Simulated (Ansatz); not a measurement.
Crystals of one structure type (MoSi2 or CaC2 type) and one family of elements, relaxed and computed with r²SCAN in the plane-wave PAW code Ansatz.

```json
[
 {"crystal": "Si2Mo", "V (Å³/atom)": "13.36", "B₀ by P(V) fit (GPa)": "217"},
 {"crystal": "Si2W", "V (Å³/atom)": "13.41", "B₀ by P(V) fit (GPa)": "232"},
 {"crystal": "Ge2Mo", "V (Å³/atom)": "15.04", "B₀ by P(V) fit (GPa)": "?"},
 {"crystal": "Ge2W", "V (Å³/atom)": "15.05", "B₀ by P(V) fit (GPa)": "189"}
]
```

**Question.** Fit a straight line to ln B₀ against ln V and predict the withheld value.

**Answer.** Least squares on the 3 shown rows: ln B₀ = -1.45 × ln V + (9.174), with a scatter of 3 %. For Ge2Mo this gives 189. The run itself gave 176, outside the scatter: the line misses something about this case.

Standing as an ambient phase not checked: Ge2Mo, MoSi2 or CaC2 type; Ge2W, MoSi2 or CaC2 type. All cells were relaxed under the symmetry of their starts (and spin orders); stability against distortions was not tested throughout. Rows with no word on spin ran without spin polarisation. Scalar-relativistic: spin–orbit coupling is off unless named, which matters more the heavier the elements.

Potentials: the later of the program's two PAW sets.
